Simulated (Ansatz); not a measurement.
Relaxed structures of Cd for which phonons were computed (DFPT at Γ and, for small cells, zone-boundary points). Computed with r2SCAN (plane waves to 500 eV, PAW, scalar-relativistic; Ansatz, a program for electronic structure).

```
structure                                                 E − E(P6₃/mmc, hP2, hcp (Mg type)) (eV/atom)  V (Å³/atom)
--------------------------------------------------------  --------------------------------------------  -----------
P6/mmm, hP1, AFLOW prototype A_hP1_191_a (A_f, as in Sn)                                          0.09        24.32
Pm-3m, cP1, AFLOW prototype A_cP1_221_a (A_h)                                                     0.16        25.53
R-3m, hR1                                                                                         0.02        21.90
Fm-3m, cF4, fcc (Cu type)                                                                         0.03        21.71
```

Task: Which of them are dynamically unstable at the sampled points?

Result: 
- P6/mmm, hP1, AFLOW prototype A_hP1_191_a (A_f, as in Sn): weakly unstable, which may be the coarse k-mesh's doing, lowest mode about 40i cm⁻¹
- Pm-3m, cP1, AFLOW prototype A_cP1_221_a (A_h): weakly unstable, which may be the coarse k-mesh's doing, lowest mode about 50i cm⁻¹
- R-3m, hR1: nothing beyond 15i cm⁻¹
- Fm-3m, cF4, fcc (Cu type): nothing beyond 15i cm⁻¹

The lowest structure calculated, P6₃/mmc, hP2, hcp (Mg type), is not among these; it lies 0.02 eV/atom below the lowest of them. Each run could gain symmetry but not lose that of its start, so entries can be saddle points. All of these are generated cells (placed on structure types, drawn at random, substituted or restacked) that were not matched to a known phase here. Static energies at zero pressure. Each cell has its own k-point mesh; energy differences are given only to the digits this allows. No spin polarisation in the result.
